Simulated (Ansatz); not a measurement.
Co2Sn3Te3:
```cif
data_Co24Sn36Te36
_chemical_formula_sum 'Co24 Sn36 Te36'
_space_group_name_H-M_alt 'R-3 :H'
_space_group_IT_number 148
_space_group_name_Hall '-R 3'
_cell_length_a 12.92952
_cell_length_b 12.92952
_cell_length_c 15.80534
_cell_angle_alpha 90.000
_cell_angle_beta 90.000
_cell_angle_gamma 120.000
loop_
_atom_site_label
_atom_site_type_symbol
_atom_site_symmetry_multiplicity
_atom_site_Wyckoff_symbol
_atom_site_fract_x
_atom_site_fract_y
_atom_site_fract_z
_atom_site_occupancy
Co1 Co 18 f 0.16878 0.33406 0.07957 1
Co2 Co 6 c 0.00000 0.00000 0.25218 1
Sn1 Sn 18 f 0.00469 0.16351 0.16100 1
Sn2 Sn 18 f 0.06475 0.44885 0.11499 1
Te1 Te 18 f 0.16238 0.17394 0.33412 1
Te2 Te 18 f 0.27751 0.21619 0.06176 1
```
(The calculation used a cell of 32 atoms; values per cell refer to that cell.)

Relaxed with r²SCAN.

Q: Which orbitals make up the states near the band edges in plane-wave PAW r²SCAN (Ansatz code)?

A: Top 1 eV of the valence band: Co 3d 58 %, Te 5p 22 %, Sn 5p 15 %. Bottom 1 eV of the conduction band: Co 3d 39 %, Sn 5p 21 %, Te 5p 21 %, Sn 5s 10 %. Projections are on Löwdin-orthogonalised atomic valence shells; empty p or d shells of many metals are not among them.

Q: Tabulate the density of states.

A: States/eV per cell of 32 atoms, in 0.25 eV bins, energy from the valence-band maximum.

```csv
E (eV),total,Co 3d,Te 5p,Sn 5p
-7.85,7.82,0.17,1.43,0.77
-7.60,9.66,0.24,1.67,0.91
-7.35,6.62,0.19,1.26,0.60
-7.10,8.58,0.28,1.92,0.66
-6.85,10.93,0.44,2.48,0.66
-6.60,18.23,0.92,3.50,1.01
-6.35,2.26,0.12,0.36,0.10
-6.10,0.00,0.00,0.00,0.00
-5.85,0.00,0.00,0.00,0.00
-5.60,2.22,0.06,1.44,0.45
-5.35,12.30,0.51,7.32,2.86
-5.10,11.11,0.60,6.31,2.44
-4.85,14.36,1.03,7.92,3.24
-4.60,16.75,1.47,8.96,3.99
-4.35,15.94,1.75,8.44,3.82
-4.10,21.35,2.96,11.05,4.94
-3.85,17.78,2.86,9.03,3.89
-3.60,17.19,3.20,8.58,3.64
-3.35,17.00,4.07,8.43,2.83
-3.10,19.06,4.98,9.19,3.16
-2.85,24.80,7.04,11.33,4.21
-2.60,26.06,8.39,11.51,3.96
-2.35,24.38,9.13,9.42,3.92
-2.10,32.36,13.99,9.73,6.36
-1.85,29.84,14.33,7.47,6.06
-1.60,39.96,24.69,6.11,7.06
-1.35,67.10,50.98,6.59,6.85
-1.10,54.03,39.18,6.62,6.06
-0.85,54.15,36.03,9.55,6.26
-0.60,36.02,19.62,9.01,5.74
-0.35,22.12,9.12,7.13,4.72
-0.10,0.10,0.02,0.04,0.03
0.15,0.00,0.00,0.00,0.00
0.40,0.00,0.00,0.00,0.00
0.65,0.82,0.47,0.12,0.09
0.90,18.56,9.29,3.11,2.67
1.15,21.97,8.88,4.60,4.29
1.40,21.17,7.22,4.76,5.25
1.65,14.51,4.08,3.47,4.33
1.90,16.58,3.61,4.00,6.23
2.15,14.76,2.73,3.59,6.17
2.40,16.61,2.66,3.92,7.46
2.65,18.81,2.72,4.25,9.03
2.90,16.78,1.96,3.62,8.45
3.15,17.62,1.84,4.06,8.68
3.40,17.93,1.49,4.25,8.95
3.65,22.55,1.58,5.12,11.39
3.90,20.63,1.29,4.63,10.61
4.15,17.91,1.12,3.91,9.25
4.40,15.64,0.90,3.09,7.56
4.65,18.55,0.96,3.09,8.77
```

The first step of the workflow began from a Materials Project structure, measured or hypothetical; the Crystallography Open Database copy checked does not list it. Its standing as an ambient phase is unchecked. The r²SCAN relaxation kept the symmetry of its start; its stability against distortions is not shown here. No spin polarisation was allowed. Spin–orbit coupling is left out wherever it is not named.

Potentials: the later of the program's two PAW sets.
